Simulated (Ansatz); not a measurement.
Nb3Au:
```yaml
crystal:
  lattice:
    - [1.70536, -2.15727, 0.00000]
    - [1.70536, 2.15727, 0.00000]
    - [0.00000, 0.00000, 9.17810]
  atoms:
    - { symbol: Nb, position: [0.50000, 0.50000, 0.75191] }
    - { symbol: Nb, position: [0.50000, 0.50000, 0.24809] }
    - { symbol: Nb, position: [0.00000, 0.00000, 0.50000] }
    - { symbol: Au, position: [0.00000, 0.00000, 0.00000] }
```

This is the LDA-relaxed structure.

### Question
All from the program Ansatz at the LDA level (PAW), unless another level is named. Predict the formation energy from the elements (no fitted shifts).

### Answer
-0.12 eV/atom.

### Question
Predict the density of states at the Fermi level.

### Answer
0.66 states/eV per atom (mean over ±0.08 eV).

Space group Cmmm. The first step of the workflow began from a Materials Project structure, measured or hypothetical; the Crystallography Open Database copy checked does not list it. COD files the formula under space group No. 223. With Nb and Au taken as one species the cell has the higher symmetry I4/mmm, so it may be an ordered model of a mixed-site phase. Its standing as an ambient phase is unchecked. The LDA relaxation kept the symmetry of its start; whether a distortion lowers the energy is not shown. The run is not spin-polarised. The references are the lowest solids computed at this level, not always the standard phases. Scalar-relativistic: spin–orbit coupling is off unless named, which matters more the heavier the elements.

Potentials: the later of the program's two PAW sets.
